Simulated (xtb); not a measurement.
xtb single point, GFN2-xTB, ALPB implicit water, on pentafluoroethane, C2HF5 (SMILES FC(F)C(F)(F)F), charge 0, multiplicity 1.

```
xtb m.xyz --gfn 2 --chrg 0 --uhf 0 --norestart --sp --alpb water

8

F     -1.269694    -1.084923    -0.464255
C     -0.775520    -0.000075     0.149901
F     -1.269564     1.084923    -0.463867
C      0.770529    -0.000210     0.047571
F      1.202919    -0.000448    -1.205245
F      1.269694     1.075668     0.659174
F      1.269579    -1.075698     0.659697
H     -1.091585    -0.000366     1.205245
```

The program's output:

```

          ...................................................
          :                      SETUP                      :
          :.................................................:
          :  # basis functions                  29          :
          :  # atomic orbitals                  29          :
          :  # shells                           15          :
          :  # electrons                        44          :
          :  max. iterations                   250          :
          :  Hamiltonian                  GFN2-xTB          :
          :  restarted?                      false          :
          :  GBSA solvation                   true          :
          :  PC potential                    false          :
          :  electronic temp.          300.0000000     K    :
          :  accuracy                    1.0000000          :
          :  -> integral cutoff          0.2500000E+02      :
          :  -> integral neglect         0.1000000E-07      :
          :  -> SCF convergence          0.1000000E-05 Eh   :
          :  -> wf. convergence          0.1000000E-03 e    :
          :  Broyden damping             0.4000000          :
          :  net charge                          0          :
          :  unpaired electrons                  0          :
          ...................................................

 iter      E             dE          RMSdq      gap      omega  full diag
   1    -28.4661770 -0.284662E+02  0.570E+00   13.16       0.0  T
   2    -28.5244496 -0.582726E-01  0.286E+00   12.57       1.0  T
   3    -28.5254385 -0.988951E-03  0.131E+00   12.69       1.0  T
   4    -28.5257521 -0.313546E-03  0.142E-01   12.70       1.0  T
   5    -28.5257753 -0.232023E-04  0.772E-02   12.70       1.0  T
   6    -28.5257767 -0.138206E-05  0.101E-02   12.70       3.5  T
   7    -28.5257768 -0.105328E-06  0.394E-03   12.70       9.0  T
   8    -28.5257768 -0.595798E-07  0.413E-04   12.70      85.5  T
   9    -28.5257768 -0.140048E-10  0.199E-04   12.70     178.1  T

   *** convergence criteria satisfied after 9 iterations ***

         #    Occupation            Energy/Eh            Energy/eV
      -------------------------------------------------------------
         1        2.0000           -0.9241110             -25.1463
       ...           ...                  ...                  ...
        16        2.0000           -0.5764401             -15.6857
        17        2.0000           -0.5760865             -15.6761
        18        2.0000           -0.5756285             -15.6636
        19        2.0000           -0.5682411             -15.4626
        20        2.0000           -0.5590372             -15.2122
        21        2.0000           -0.5459462             -14.8560
        22        2.0000           -0.5096128             -13.8673 (HOMO)
        23                         -0.0428770              -1.1667 (LUMO)
        24                         -0.0276019              -0.7511
        25                         -0.0065752              -0.1789
        26                          0.0749965               2.0408
        27                          0.0891066               2.4247
       ...                                ...                  ...
        29                          0.1552879               4.2256
      -------------------------------------------------------------
                  HL-Gap            0.4667358 Eh           12.7005 eV
             Fermi-level           -0.2762449 Eh           -7.5170 eV


         :::::::::::::::::::::::::::::::::::::::::::::::::::::
         ::                     SUMMARY                     ::
         :::::::::::::::::::::::::::::::::::::::::::::::::::::
         :: total energy             -28.443130065283 Eh    ::
         :: total w/o Gsasa/hb       -28.447902029720 Eh    ::
         :: gradient norm              0.010001000585 Eh/a0 ::
         :: HOMO-LUMO gap             12.700528075368 eV    ::
         ::.................................................::
         :: SCC energy               -28.525776000793 Eh    ::
         :: -> isotropic ES            0.075149608325 Eh    ::
         :: -> anisotropic ES          0.005901789843 Eh    ::
         :: -> anisotropic XC         -0.032024631910 Eh    ::
         :: -> dispersion             -0.003571385382 Eh    ::
         :: -> Gsolv                  -0.002088914293 Eh    ::
         ::    -> Gelec               -0.006860878730 Eh    ::
         ::    -> Gsasa                0.006237975811 Eh    ::
         ::    -> Ghb                 -0.002546771072 Eh    ::
         ::    -> Gshift               0.001080759698 Eh    ::
         :: repulsion energy           0.082645935510 Eh    ::
         :: add. restraining           0.000000000000 Eh    ::
         :: total charge               0.000000000000 e     ::
         :::::::::::::::::::::::::::::::::::::::::::::::::::::

           -------------------------------------------------
[... lines cut ...]
        17        2.0000           -0.5760865             -15.6761
        18        2.0000           -0.5756285             -15.6636
        19        2.0000           -0.5682411             -15.4626
        20        2.0000           -0.5590372             -15.2122
        21        2.0000           -0.5459462             -14.8560
        22        2.0000           -0.5096128             -13.8673 (HOMO)
        23                         -0.0428770              -1.1667 (LUMO)
        24                         -0.0276019              -0.7511
        25                         -0.0065752              -0.1789
        26                          0.0749965               2.0408
        27                          0.0891066               2.4247
        28                          0.1245166               3.3883
        29                          0.1552879               4.2256
      -------------------------------------------------------------
                  HL-Gap            0.4667358 Eh           12.7005 eV
             Fermi-level           -0.2762449 Eh           -7.5170 eV

     #   Z          covCN         q      C6AA      α(0)
     1   9 F        0.787    -0.200    11.233     3.959
     2   6 C        3.467     0.295    17.875     6.352
     3   9 F        0.787    -0.200    11.232     3.959
     4   6 C        3.327     0.503    17.183     6.583
     5   9 F        0.790    -0.178    11.012     3.920
     6   9 F        0.791    -0.188    11.117     3.939
     7   9 F        0.791    -0.188    11.116     3.938
     8   1 H        0.923     0.157     1.346     1.814

 Mol. C6AA /au·bohr⁶  :        678.226923
 Mol. C8AA /au·bohr⁸  :      13751.756326
 Mol. α(0) /au        :         34.463847

Wiberg/Mayer (AO) data.
largest (>0.10) Wiberg bond orders for each atom

 ---------------------------------------------------------------------------
     #   Z sym  total        # sym  WBO       # sym  WBO       # sym  WBO
 ---------------------------------------------------------------------------
     1   9 F    1.066 --     2 C    0.968
     2   6 C    3.845 --     3 F    0.968     1 F    0.968     8 H    0.926
                             4 C    0.911
     3   9 F    1.067 --     2 C    0.968
     4   6 C    3.853 --     5 F    0.974     7 F    0.961     6 F    0.960
                             2 C    0.911
     5   9 F    1.104 --     4 C    0.974
     6   9 F    1.087 --     4 C    0.960
     7   9 F    1.087 --     4 C    0.961
     8   1 H    0.975 --     2 C    0.926
 ---------------------------------------------------------------------------


molecular dipole:
                 x           y           z       tot (Debye)
 q only:       -0.375      -0.000       0.773
   full:       -0.384      -0.000       0.855       2.383
molecular quadrupole (traceless):
                xx          xy          yy          xz          yz          zz
 q only:       -0.917      -0.001      -1.237      -2.758      -0.001       2.155
  q+dip:        0.268      -0.001      -3.180      -3.995      -0.002       2.912
   full:       -0.242      -0.001      -2.470      -3.647      -0.001       2.712

           -------------------------------------------------
          | TOTAL ENERGY              -28.443130065283 Eh   |
          | GRADIENT NORM               0.010001000585 Eh/α |
          | HOMO-LUMO GAP              12.700528075368 eV   |
           -------------------------------------------------
```

The total energy is -773.98 eV, -0.02 eV from the same level's vacuum run.
